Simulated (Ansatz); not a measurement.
# Gd on an Eu site in EuMg2Bi2

All numbers are calculated (PBEsol, collinear spin, no spin-orbit coupling; Ansatz, PAW set soft_2, 420 eV, k-mesh 3×3×3), not measured.

The relaxed host crystal (no gap at this level of theory):

```cif
data_structure
_symmetry_space_group_name_H-M 'P 1'
_symmetry_Int_Tables_number 1
_cell_length_a 4.7722
_cell_length_b 4.7722
_cell_length_c 7.6661
_cell_angle_alpha 90.000
_cell_angle_beta 90.000
_cell_angle_gamma 120.000
_cell_volume 151.19
loop_
_atom_site_label
_atom_site_type_symbol
_atom_site_fract_x
_atom_site_fract_y
_atom_site_fract_z
_atom_site_occupancy
Eu1 Eu 0.00000 0.00000 0.00000 1
Mg1 Mg 0.66667 0.33333 0.63033 1
Mg2 Mg 0.33333 0.66667 0.36967 1
Bi1 Bi 0.66667 0.33333 0.24250 1
Bi2 Bi 0.33333 0.66667 0.75750 1
```

Supercell of 20 atoms, rows of the matrix [[0,0,1],[0,2,0],[-2,-2,0]] times the cell vectors; Gd on an Eu site at (0.000, 0.000, 0.000) in fractions of the cell above. Atoms are relaxed at the host's cell, from a start shaken by 0.03 Å near the defect. The cell loses 1 of its 4 Eu, so this is a heavily doped crystal.

Task: How does the lattice relax around the defect?

Result: Distances from the Gd atom (Å), by shell of the perfect crystal:

```csv
shell,perfect crystal,"relaxed, charge 0"
6 Bi,3.32,3.28
```

| charge | moment of the cell (μB) | moment on Gd (μB) | 4f electrons on Gd | gap of the cell on the mesh (eV) |
| --- | --- | --- | --- | --- |
| 0 | 28.50 | 6.92 | 7.3 | 0.00 |

Task: What do these numbers say about the valence and the carriers?

Result: At charge 0 the moment on Gd would suit Gd3+, but the cell's moment of 28.5 μB shows that further unpaired electrons or holes are there (moments: 1 Gd of 6.92, 3 Eu of 6.89).

Formation energy of the neutral defect: 0.63 eV, taking atoms from and to the elements' standard states (no corrections for gases), so it belongs to those chemical potentials alone.

Relaxed cell at charge 0:

```
EuMg2Bi2 Gd_Eu charge 0
1.0
     0.0000    0.0000    7.6661
    -4.7722    8.2656    0.0000
    -4.7722   -8.2656    0.0000
Gd Eu Mg Bi
1 3 8 8
Direct
  0.9987 0.0006 0.4995
  0.9988 0.5006 0.4995
  0.9988 0.0005 0.9996
  0.9986 0.5006 0.9994
  0.6280 0.8342 0.1665
  0.6377 0.3338 0.1660
  0.6280 0.8338 0.6660
  0.6280 0.3336 0.6662
  0.3693 0.1675 0.3330
  0.3694 0.6676 0.3331
  0.3695 0.1670 0.8326
  0.3597 0.6673 0.8331
  0.2384 0.8365 0.1714
  0.2484 0.3341 0.1661
  0.2383 0.8364 0.6638
  0.2383 0.3290 0.6638
  0.7591 0.1649 0.3354
  0.7592 0.6721 0.3352
  0.7593 0.1646 0.8278
  0.7488 0.6672 0.8329
```

Caveats: 4f shell without a U, which puts 4f levels too near the Fermi level; Gd without a U keeps its half-filled shell, but its 4f levels lie too near the Fermi level; open f or d shells may hold a state above the lowest; small supercell, so energies and levels can be off by tenths of an eV; one random start near the defect, so other minima are possible.
